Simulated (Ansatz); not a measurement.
This Mo3W structure is the end of a relaxation. The cell was found from a structure generator's guess, not taken from experiment.

Method: Ansatz 0.2.0, DFT PBE, scalar-relativistic, plane waves, PAW. Cutoff 420 eV, Γ-centred mesh, Gaussian smearing, no spin polarisation.

```yaml
crystal:
  lattice:
    - [3.16594, 0.00000, 0.00000]
    - [0.00000, 3.16594, 0.00000]
    - [0.00000, 0.00000, 6.33650]
  atoms:
    - { symbol: Mo, position: [0.00000, 0.00000, 0.75067] }
    - { symbol: Mo, position: [0.50000, 0.50000, 0.00000] }
    - { symbol: Mo, position: [0.00000, 0.00000, 0.24933] }
    - { symbol: W, position: [0.50000, 0.50000, 0.50000] }
```

Energies over the elements count from the elements' standard structures at the same level, with no fitted energy shifts.

(1) Find its symmetry and describe it.

(2) How far does it lie from the elements in energy?

(3) Is it a metal?

Answers

(1) P4/mmm (No. 123), with Mo and W ordered on bcc sites. Conventional cell: a = 3.166 Å, c = 6.337 Å. Mo on a site of symmetry 4mm has 4 Mo at 2.74 Å, 4 W at 2.74 Å and 6 Mo at 3.16–3.18 Å; around Mo on a site of symmetry 4/mmm lie 8 Mo at 2.74 Å, 4 Mo at 3.17 Å and 2 W at 3.17 Å; W has 8 Mo at 2.74 Å, 4 W at 3.17 Å and 2 Mo at 3.17 Å.

(2) 0.00 eV/atom. The formation energy is too near zero to say whether this cell lies below the elements.

(3) Yes, bands cross the Fermi level on the 14×14×8 mesh.

The last run used a 14×14×8 mesh (in the run's order of axes) for its 4-atom cell and Gaussian smearing of 0.10 eV. For metals, differences of a few meV/atom aren't resolved. These runs have no spin–orbit coupling, which can matter for W. Symmetry constrained the relaxation, so the result can be a saddle point.
